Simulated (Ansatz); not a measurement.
TiSe$_{2}$:
```cif
data_Se2Ti
_chemical_formula_sum 'Ti1 Se2'
_space_group_name_H-M_alt 'P 1'
_space_group_IT_number 1
_cell_length_a 3.54192
_cell_length_b 3.54192
_cell_length_c 6.69838
_cell_angle_alpha 90.000
_cell_angle_beta 90.000
_cell_angle_gamma 120.000
loop_
_space_group_symop_operation_xyz
  'x, y, z'
loop_
_atom_site_label
_atom_site_type_symbol
_atom_site_fract_x
_atom_site_fract_y
_atom_site_fract_z
_atom_site_occupancy
Ti1 Ti 0.00000 0.00000 0.00000 1
Se1 Se 0.33333 0.66667 0.23101 1
Se2 Se 0.66667 0.33333 0.76899 1
```

Relaxed with PBE.

Q: Which orbitals make up the states near the Fermi level in the program Ansatz at the PBE level (PAW)?

A: Within 0.5 eV of the Fermi level: Ti 3d 71 %, Se 4p 26 %. Projections are on Löwdin-orthogonalised atomic valence shells; empty p or d shells of many metals are not among them.

Q: Tabulate the density of states.

A: States/eV per cell of 3 atoms, in 0.25 eV bins, energy from the Fermi level.

```
E (eV)  total  Se 4p  Ti 3d  Se 4s
------  -----  -----  -----  -----
-7.85    0.00   0.00   0.00   0.00
-7.60    0.00   0.00   0.00   0.00
-7.35    0.00   0.00   0.00   0.00
-7.10    0.00   0.00   0.00   0.00
-6.85    0.00   0.00   0.00   0.00
-6.60    0.00   0.00   0.00   0.00
-6.35    0.00   0.00   0.00   0.00
-6.10    0.00   0.00   0.00   0.00
-5.85    0.00   0.00   0.00   0.00
-5.60    0.00   0.00   0.00   0.00
-5.35    0.00   0.00   0.00   0.00
-5.10    0.22   0.15   0.03   0.00
-4.85    1.06   0.73   0.16   0.02
-4.60    1.41   0.98   0.22   0.04
-4.35    1.98   1.39   0.30   0.06
-4.10    3.70   2.91   0.46   0.10
-3.85    4.41   3.46   0.59   0.12
-3.60    1.51   1.08   0.24   0.07
-3.35    1.30   0.93   0.31   0.02
-3.10    1.91   1.38   0.45   0.02
-2.85    3.22   2.28   0.81   0.04
-2.60    4.15   2.86   1.14   0.06
-2.35    4.99   3.12   1.72   0.07
-2.10    4.70   3.03   1.51   0.06
-1.85    2.61   2.07   0.42   0.05
-1.60    2.72   2.19   0.40   0.05
-1.35    2.58   2.14   0.35   0.04
-1.10    2.46   2.03   0.36   0.02
-0.85    1.31   1.02   0.26   0.01
-0.60    0.93   0.71   0.19   0.01
-0.35    0.44   0.29   0.15   0.00
-0.10    0.46   0.17   0.27   0.00
0.15     1.47   0.28   1.13   0.02
0.40     2.22   0.35   1.79   0.02
0.65     2.91   0.44   2.39   0.02
0.90     1.59   0.34   1.22   0.00
1.15     2.79   0.83   1.91   0.01
1.40     7.58   1.23   6.26   0.01
1.65     5.39   0.74   4.52   0.01
1.90     0.00   0.00   0.00   0.00
2.15     0.00   0.00   0.00   0.00
2.40     1.31   0.39   0.82   0.04
2.65     3.43   1.14   2.03   0.09
2.90     2.63   0.99   1.47   0.06
3.15     4.25   1.76   2.27   0.08
3.40     3.87   1.46   2.12   0.13
3.65     0.52   0.18   0.30   0.03
3.90     0.00   0.00   0.00   0.00
4.15     0.00   0.00   0.00   0.00
4.40     0.00   0.00   0.00   0.00
4.65     0.00   0.00   0.00   0.00
```

Space group P-3m1 (CdI2 type). Symmetry was held in the PBE relaxation. No spin polarisation was allowed. A crystal of weakly bound layers computed without a dispersion correction: the cell and the soft elastic constants depend strongly on that. Spin–orbit coupling is left out wherever it is not named.

Potentials: the later of the program's two PAW sets.
